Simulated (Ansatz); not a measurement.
Relaxed-ion elastic tensor of HfN (CsCl type, Pm-3m) in GPa (Voigt order), plane-wave PAW r²SCAN (Ansatz code); density 14.50 g/cm³, 11.02 Å³ per atom.

```
 550   109   109   0.0   0.0   0.0
 109   550   109   0.0   0.0   0.0
 109   109   550   0.0   0.0   0.0
 0.0   0.0   0.0  26.3   0.0   0.0
 0.0   0.0   0.0   0.0  26.3   0.0
 0.0   0.0   0.0   0.0   0.0  26.3
```

Q: Is the crystal mechanically stable?

A: Yes: the smallest eigenvalue of C is 26.3 GPa.

Q: Work out the Voigt, Reuss and Hill averages.

A: K_V = 256, K_R = 256, K_H = 256; G_V = 104, G_R = 40.6, G_H = 72.2 GPa.

Q: Give Young's modulus, Poisson's ratio, Pugh's ratio and the universal anisotropy index.

A: E = 9KG/(3K + G) = 198 GPa; ν = 0.37; K/G = 3.55 (ductile by the Pugh limit of 1.75); A_U = 5G_V/G_R + K_V/K_R − 6 = 7.80.

Q: Estimate the sound speeds and the Debye temperature.

A: v_l = √((K + 4G/3)/ρ) = 4930 m/s, v_t = √(G/ρ) = 2230 m/s, mean 2520 m/s; Θ = (h/k)(3n/4πV)^(1/3) v_m = 337 K.

Q: Give the Zener ratio and Young's modulus along [100], [110] and [111].

A: A = 2C44/(C11 − C12) = 0.12; 1/E = S11 − 2(S11 − S12 − S44/2)Γ with Γ = 0, 1/4, 1/3 gives 514, 96.9, 76.2 GPa.

Q: Solve the Christoffel equation for the three sound speeds along [100], [110], [111].

A: Eigenvalues of C_ijkl n_j n_l equal ρv². In km/s, slowest first: [100] 1.35, 1.35, 6.16; [110] 1.35, 3.90, 4.95; [111] 3.28, 3.28, 4.48.

The cell is a constructed one: a structure type filled with these elements; neither database checked (COD, Materials Project) lists it. It is not the phase usual at ambient conditions (space group No. 225). The r²SCAN relaxation kept the symmetry of its start; whether a distortion lowers the energy is not shown. No spin polarisation was allowed. With an odd number of electrons in the cell and no spin polarisation, the count alone makes it a metal. As this level gives no gap, shear constants depend on the k-mesh and smearing (Fermi–Dirac, 0.1 eV here). Spin–orbit coupling is left out wherever it is not named.

Potentials: the later of the program's two PAW sets.
